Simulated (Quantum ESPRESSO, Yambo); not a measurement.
Levels of theory for the gap of Li$_{4}$MgN$_{3}$H$_{3}$

Li$_{4}$MgN$_{3}$H$_{3}$ (space group Imm2, No. 44): one geometry, one set of norm-conserving LDA (Quantum ESPRESSO, 84 Ry, without SOC) orbitals, self-energies from Yambo (4×4×4 Γ-centred k mesh, bands 9 to 105 and a 6 Ry block in the screening, 105 bands in G with the Bruneval-Gonze terminator, plasmon pole fitted at 27.2 eV).

The geometry is that of Materials Project entry mp-1101935, symmetrised and not relaxed again.

```csv
level,gap Γ → Γ (eV),rough Yambo cost
LDA (Quantum ESPRESSO),2.50,–
exchange only (Hartree-Fock self-energy on LDA orbitals),10.79,about 1/10 (12 states)
static COHSEX@LDA,5.23,within a factor of two (2 states)
"G0W0@LDA, plasmon pole",4.18,1 (12 states)
```

Bare exchange has no screening and gives the widest gap; static COHSEX screens it but leaves out the frequency dependence, which G0W0 restores.

Costs are rough ratios of core time on shared machines.

Convergence of the G0W0 settings was not tested.

The structure is a Materials Project entry; no match was found in the copy of COD used, and its stability was not checked.
